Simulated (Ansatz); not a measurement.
Computed with Ansatz 0.2.0, DFT PBE, scalar-relativistic, plane waves, PAW. Plane waves to 420 eV, an 8×8×8 mesh through Γ for the 8-atom cell and 0.10 eV Gaussian smearing; no spin polarisation.

Formation energies are uncorrected and count from the elements' standard states at the same level.

Q: Give a relaxed trial structure of a cubic metal that holds Sc and 1 more element, with a formation energy near −0.44 eV/atom and about 19 Å³ per atom, in a cell of 8 atoms. Its symmetry should be Im-3m (No. 229).

A: Sc₃Ge₅, space group Im-3m (No. 229). Around Sc lie 8 Ge at 2.91 Å, 2 Ge at 3.36 Å and 4 Sc at 3.36 Å; Ge on a site of symmetry m-3m has 8 Ge at 2.91 Å and 6 Sc at 3.36 Å; around Ge on a site of symmetry -3m lie 2 Ge at 2.91 Å, 6 Sc at 2.91 Å and 6 Ge at 3.36 Å.

```cif
data_structure
_symmetry_space_group_name_H-M 'Im-3m'
_symmetry_Int_Tables_number 229
_cell_length_a 6.7194
_cell_length_b 6.7194
_cell_length_c 6.7194
_cell_angle_alpha 90.000
_cell_angle_beta 90.000
_cell_angle_gamma 90.000
_cell_volume 303.39
loop_
_atom_site_label
_atom_site_type_symbol
_atom_site_symmetry_multiplicity
_atom_site_Wyckoff_symbol
_atom_site_fract_x
_atom_site_fract_y
_atom_site_fract_z
_atom_site_occupancy
Sc1 Sc 6 b 0.50000 0.00000 0.00000 1
Ge1 Ge 2 a 0.00000 0.00000 0.00000 1
Ge2 Ge 8 c 0.25000 0.25000 0.75000 1
```

* Volume per atom: 18.96 Å³
* Density: 5.45 g/cm³
* Formation energy: −0.44 eV/atom
* Gap on the 8×8×8 mesh of the 8-atom cell: 0 eV (a metal)

It was reached by relaxing an invented guess, and it needn't be the stable form of this composition. Other answers may fit too; this one was computed.

Symmetry constrained the relaxation, so the result can be a saddle point.
